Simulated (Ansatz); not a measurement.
**Structure relaxation, Sb**

The start is a randomly generated symmetric cell of Sb (space group No. 129). The structure is fully relaxed (lattice and positions, P = 0) with r2SCAN (plane waves to 500 eV, PAW, scalar-relativistic; Ansatz, an electronic-structure program). The first steps use a coarse 10×10×5 k-mesh.

The start:
```
Sb
1.0
    3.13484     0.00000     0.00000
    0.00000     3.13484     0.00000
    0.00000     0.00000     6.34034
Sb
2
Direct
  0.00000   0.50000   0.88449
  0.50000   0.00000   0.11551
```

* **Initial pressure**: +32.0 GPa (positive: the cell is compressed)
* **Largest initial force**: 4.78 eV/Å, on Sb1, Sb2 (atoms numbered as listed)
* **Outcome**: The space group stays P4/nmm (No. 129) (the run could not lower it), with 2 atoms in the primitive cell
* **Energy released**: 1.17 eV/atom
* **Volume change**: +2.5 %, from 31.15 to 31.93 Å³/atom
* **Shortest distances (start → end)**: The closest pairs of elements (up to four, under 3.6 Å), start → end: Sb–Sb 2.66 → 3.01 Å
* **Optimiser moves**: 18

It ends as:

```cif
data_Sb2
_chemical_formula_sum 'Sb2'
_space_group_name_H-M_alt 'P4/nmm :1'
_space_group_IT_number 129
_space_group_name_Hall 'P 4ab 2ab -1ab'
_cell_length_a 3.77624
_cell_length_b 3.77624
_cell_length_c 4.47878
_cell_angle_alpha 90.000
_cell_angle_beta 90.000
_cell_angle_gamma 90.000
loop_
_space_group_symop_operation_xyz
  'x, y, z'
  '-y+1/2, x+1/2, z'
  '-x, -y, z'
  'y+1/2, -x+1/2, z'
  'x+1/2, -y+1/2, -z'
  '-y, -x, -z'
  '-x+1/2, y+1/2, -z'
  'y, x, -z'
  '-x+1/2, -y+1/2, -z'
  'y, -x, -z'
  'x+1/2, y+1/2, -z'
  '-y, x, -z'
  '-x, y, z'
  'y+1/2, x+1/2, z'
  'x, -y, z'
  '-y+1/2, -x+1/2, z'
loop_
_atom_site_label
_atom_site_type_symbol
_atom_site_symmetry_multiplicity
_atom_site_Wyckoff_symbol
_atom_site_fract_x
_atom_site_fract_y
_atom_site_fract_z
_atom_site_occupancy
Sb1 Sb 2 c 0.50000 0.00000 0.15499 1
```

Final values are on a 12×12×11 k-mesh of the relaxed cell. No spin polarisation in the result.

The run could not lose the symmetry of its start: the end is stationary, and may be a saddle point rather than a minimum.

The relaxed structure here is a generated cell of Sb: the first start was made by a random draw of sites in a space group, and the end was not matched to a known phase here, so it may be hypothetical. Known forms of Sb include space group No. 166.
